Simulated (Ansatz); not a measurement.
## Fields on a plane of HgTe (zinc blende)

```
HgTe
1.0
    0.00000     3.32535     3.32535
    3.32535     0.00000     3.32535
    3.32535     3.32535     0.00000
Te Hg
1 1
Direct
  0.75000   0.75000   0.75000
  0.00000   0.00000   0.00000
```

The slice is a {100} plane (indices of the conventional cell) through the point (0.750, 0.750, 0.750) (fractional), spanned by u = [100] and v = [0 1 -1] in vectors of this cell: u (4.70 Å) and v (4.70 Å, at 90° to u). It covers one period; positions are fractions (u, v).

Atoms on it: Te at (0.00, 0.00).

The numbers are results of PBE (plane waves to 420 eV, PAW, scalar-relativistic; Ansatz, a quantum-chemistry and plane-wave program), not measurements. k mesh 12×12×12. Near the nuclei the fields are pseudised (PAW); where an atom keeps semicore shells as valence, they peak there. At this level the bands of HgTe touch or barely overlap. HgTe was relaxed with its symmetry unable to fall. Spin-orbit coupling is left out, though Hg and Te are heavy. The PAW data are Ansatz's earlier set. The relaxed volume of HgTe is well above the measured one; the method has no dispersion term.

```
|@@%#++=-------=++#%@|
|%%#*+==-------==+*#%|
|##*++=---:::---=++*#|
|++++==--:::::--==+++|
|++===--:::.:::--===+|
|===---::.....::---==|
|=----::... ...::----|
|----::..     ..::---|
|---:::..     ..:::--|
|---::..       ..::--|
|---:::..     ..:::--|
|----::..     ..::---|
|=----::... ...::----|
|===---::.....::---==|
|++===--:::.:::--===+|
|++++==--:::::--==+++|
|##*++=---:::---=++*#|
|%%#*+==-------==+*#%|
|@@%#++=-------=++#%@|
|@@%#++==-----==++#%@|
```
Scale: ten equal steps from -2.33 (start of ' ') to 1.28 (end of '@'), in the order ' .:-=+*#%@'. Values: log₁₀ of the valence density in e/Å³. The map has 20 points along u (one character each, u = 0 at the left) and 20 along v (v = 0 in the bottom row). The scale is logarithmic, as a density can span decades between atoms and voids.

```tsv
v \ u	0.00	0.10	0.20	0.30	0.40	0.50	0.60	0.70	0.80	0.90
0.90	x	0.27	0.55	0.55	0.19	0.14	0.19	0.55	0.55	0.27
0.80	0.49	0.55	0.64	0.39	0.12	0.09	0.12	0.39	0.64	0.55
0.70	0.59	0.55	0.39	0.15	0.04	0.03	0.04	0.15	0.39	0.55
0.60	0.21	0.19	0.12	0.04	0.01	0.01	0.01	0.04	0.12	0.19
0.50	0.15	0.14	0.09	0.03	0.01	0.00	0.01	0.03	0.09	0.14
0.40	0.21	0.19	0.12	0.04	0.01	0.01	0.01	0.04	0.12	0.19
0.30	0.59	0.55	0.39	0.15	0.04	0.03	0.04	0.15	0.39	0.55
0.20	0.49	0.55	0.64	0.39	0.12	0.09	0.12	0.39	0.64	0.55
0.10	x	0.27	0.55	0.55	0.19	0.14	0.19	0.55	0.55	0.27
0.00	x	x	0.49	0.59	0.21	0.15	0.21	0.59	0.49	x
```

Values: electron localisation function (ELF). Points within 0.5 Å of a nucleus are blanked (x), as the pseudised field means little there.
